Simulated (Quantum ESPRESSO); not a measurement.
## AlReRh6 in 5 site orders

Calculated results; nothing here was measured. They come from Quantum ESPRESSO 7.5, a public plane-wave density functional program. Each row is one single-point run on a made-up periodic cell of eight metal atoms, with elements, volume, strain and displacements drawn at random and not relaxed, so a cell may be unstable or far from any real phase. There is no spin polarisation or spin-orbit coupling.

Settings: PBE unless stated; PseudoDojo standard norm-conserving files; Fermi-Dirac width 0.25 eV, which means electrons at about 2900 K; cutoff 1197 eV; 8 x 5 x 3 k mesh shifted half a step off Gamma. E is the free energy of the whole cell (internal energy minus TS), so a -TS column is already part of it. Stress is positive in tension, and the pressure P is minus a third of its trace.

Checks: one run of this series was repeated at a higher cutoff and on a denser mesh, which moved values by no more than 0.010 eV, 0.15 GPa and 0.008 eV/Å, and a second program with other atomic files agreed on it to 2 % rms in force and 0.5 GPa in pressure. Known limits: heavy elements are run without spin-orbit coupling, which real alloys of them have; a spin test at this wide smearing found no moment, but such smearing suppresses magnetism that the real alloy may have.

The lattice is face-centred cubic, and the cell vectors in Å are (0.000, 1.978, 1.978); (-3.955, 1.978, -1.978); (-3.955, -5.933, 5.933), a volume of 123.74 Å³. The runs move one Re atom among sites that otherwise hold Rh, on the same eight displaced sites. E is counted from run 1, and the rms force is over all 24 components. Nothing is relaxed, so E mixes bonding between neighbours with strain on unrelaxed sites, and it is not an ordering energy.

```
run  elements on sites 1 to 8  E (eV)  -TS (eV)  rms force (eV/Å)  largest force (eV/Å)  P (GPa)
  1   Re Rh Rh Rh Rh Rh Al Rh   0.000    -2.136             0.411                  1.07   -14.60
  2   Rh Re Rh Rh Rh Rh Al Rh  -0.445    -2.026             0.443                  1.00   -15.00
  3   Rh Rh Rh Re Rh Rh Al Rh  -0.502    -2.000             0.362                  0.90   -15.25
  4   Rh Rh Rh Rh Rh Re Al Rh  -0.736    -1.931             0.328                  1.06   -15.63
  5   Rh Rh Rh Rh Rh Rh Al Re  -0.608    -1.973             0.438                  1.05        ?
```

## Worked fit

A straight line through the runs shown gives P = -14.55 + 1.37 E GPa with E in eV, an error of 0.24 on the slope and a scatter of 0.13 GPa. At this fixed volume the orders of higher energy tend to have the higher pressure.

## Withheld value

Question: what pressure should run 5 give?

The fit gives -15.38 ± 0.15 GPa. The calculation gave -15.19 GPa.
